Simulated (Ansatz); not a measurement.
A distorted cell of Au (fcc, Cu type):

```yaml
crystal:
  lattice:
    - [4.15726, 0.00000, 0.00000]
    - [0.00000, 4.15726, 0.00000]
    - [0.00000, 0.00000, 4.15726]
  atoms:
    - { symbol: Au, position: [0.00000, 0.00000, 0.00000] }
    - { symbol: Au, position: [0.50000, 0.50000, 0.00000] }
    - { symbol: Au, position: [0.41751, 0.91751, 0.38334] }
    - { symbol: Au, position: [0.00000, 0.50000, 0.50000] }
```

These are PBE (plane waves to 420 eV, PAW, scalar-relativistic; Ansatz, a program for electronic structure) values and carry that method's errors. k mesh 9×9×9 (Γ-centred), Fermi-Dirac smearing 0.05 eV. The energy includes the smearing's −TS. Stress and pressure are positive under compression. With partly filled bands, energies and forces of such displacements shift with the k mesh and the smearing. Au was relaxed with its symmetry unable to fall. Spin-orbit coupling is left out, though Au is heavy. The PAW data are Ansatz's earlier set.

Predict the force on every atom, in eV/Å.


| atom | Fx | Fy | Fz |
|---|---|---|---|
| Au1 | -3.373 | 1.008 | -3.381 |
| Au2 | 1.008 | -3.373 | -3.381 |
| Au3 | 4.250 | 4.250 | 5.811 |
| Au4 | -1.885 | -1.885 | 0.952 |

Give the stress tensor in GPa and the pressure.


```
   19.8      0.8      6.0
    0.8     19.8      6.0
    6.0      6.0     21.0
```
The pressure, a third of the trace, is 20.2 GPa.

In it atom 3 sits (-0.343, -0.343, -0.485) Å away from its relaxed site. What is its energy relative to the relaxed cell?

2040 meV/cell.

(For displaced atoms, the force is minus the slope of the energy, and its curvature is a force constant, which sets phonon frequencies.)
